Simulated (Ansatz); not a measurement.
CdTe:
```
CdTe
1.0
    3.76935     0.00000     0.00000
    0.00000     3.76935     0.00000
    0.00000     0.00000     3.76935
Cd Te
1 1
Direct
  0.00000   0.00000   0.00000
  0.50000   0.50000   0.50000
```

Relaxed with r²SCAN. Special points in fractions of this cell's reciprocal vectors: Γ (0.000, 0.000, 0.000); X (0.000, 0.500, 0.000); M (0.500, 0.500, 0.000); R (0.500, 0.500, 0.500).

**Question.** List the band energies nearest the Fermi level at these points for r²SCAN with spin–orbit coupling (plane waves, PAW; program Ansatz).

**Answer.** In eV from the Fermi level; about four levels below and three above (degenerate sets whole), none deeper than 8.9 eV; points with the same levels are listed once.

```json
[
 {"k": "Γ", "below": "-0.74 -0.74 -0.74 -0.74 -0.68 -0.68", "above": "5.40 5.40 5.40 5.40"},
 {"k": "X", "below": "-8.54 -8.54 -6.06 -6.06", "above": "0.01 0.01 0.71 0.71"},
 {"k": "M", "below": "-4.24 -4.24 -1.81 -1.81", "above": "0.68 0.68 7.08 7.08 7.08 7.08"},
 {"k": "R", "below": "-2.15 -2.15 -2.15 -2.15", "above": "0.69 0.69 1.05 1.05"}
]
```

Space group Pm-3m (CsCl type). The start of the workflow was typed in or built on a structure type; neither database checked (COD, Materials Project) lists it. It is not the phase usual at ambient conditions (space group No. 216). The cell was relaxed with r²SCAN under the symmetry of its start. At this level the phase is mechanically unstable. The volume moved by 17 % from the start of the relaxation.

Potentials: the earlier of the program's two PAW sets.
